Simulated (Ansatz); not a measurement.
GaSe:
```yaml
crystal:
  lattice:
    - [3.71099, 0.00000, 0.00000]
    - [-1.85549, 3.21381, 0.00000]
    - [0.00000, 0.00000, 15.73941]
  atoms:
    - { symbol: Ga, position: [0.33333, 0.66667, 0.17363] }
    - { symbol: Ga, position: [0.66667, 0.33333, 0.67363] }
    - { symbol: Ga, position: [0.66667, 0.33333, 0.82637] }
    - { symbol: Ga, position: [0.33333, 0.66667, 0.32637] }
    - { symbol: Se, position: [0.33333, 0.66667, 0.59974] }
    - { symbol: Se, position: [0.66667, 0.33333, 0.09974] }
    - { symbol: Se, position: [0.66667, 0.33333, 0.40026] }
    - { symbol: Se, position: [0.33333, 0.66667, 0.90026] }
```

Relaxed with LDA.

Q: Give the Bader charges and basin volumes of the independent atoms, DFT-LDA in the program Ansatz with PAW potentials.

A: 

```tsv
atom	Bader charge (e)	Bader volume (Å³)
Ga1	+0.62	17.2
Se5	-0.62	29.7
```

Space group P6_3/mmc. The cell was relaxed with LDA under the symmetry of its start. A crystal of weakly bound layers computed without a dispersion correction: the cell and the soft elastic constants depend strongly on that.

Potentials: the later of the program's two PAW sets.
